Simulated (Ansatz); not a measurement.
LaNbN₃:
```xyz
5
Lattice="4.0912 0.0000 0.0000 0.0000 4.0912 0.0000 0.0000 0.0000 4.0912" Properties=species:S:1:pos:R:3 pbc="T T T"
La     0.0000     0.0000     0.0000
Nb     2.0456     2.0456     2.0456
N      2.0456     2.0456     0.0000
N      2.0456     0.0000     2.0456
N      0.0000     2.0456     2.0456
```
The run is spin-polarised; directions of the spins, atom by atom: 0 0 0 0 0.

Relaxed with r²SCAN.

Give the Bader charges and basin volumes of the independent atoms, r²SCAN in the plane-wave PAW code Ansatz.



| atom | Bader charge (e) | Bader volume (Å³) |
|---|---|---|
| La1 | +2.02 | 19.1 |
| Nb2 | +2.53 | 9.1 |
| N3 | -1.52 | 13.5 |

Space group Pm-3m (cubic perovskite). The start of the workflow was typed in or built on a structure type; neither database checked (COD, Materials Project) lists it. Its standing as an ambient phase is unchecked. Symmetry was held in the r²SCAN relaxation, as lowered by the spin order; whether a distortion lowers the energy is not shown. Spin order of the final state: ferrimagnetic, the only order run, not a proven ground state. The cell computed holds one magnetic atom, so no antiferromagnetic order was within reach. Other orbital occupations within this spin state were not tried. No Hubbard U is applied. Spin–orbit coupling is left out wherever it is not named.

Potentials: the earlier of the program's two PAW sets.
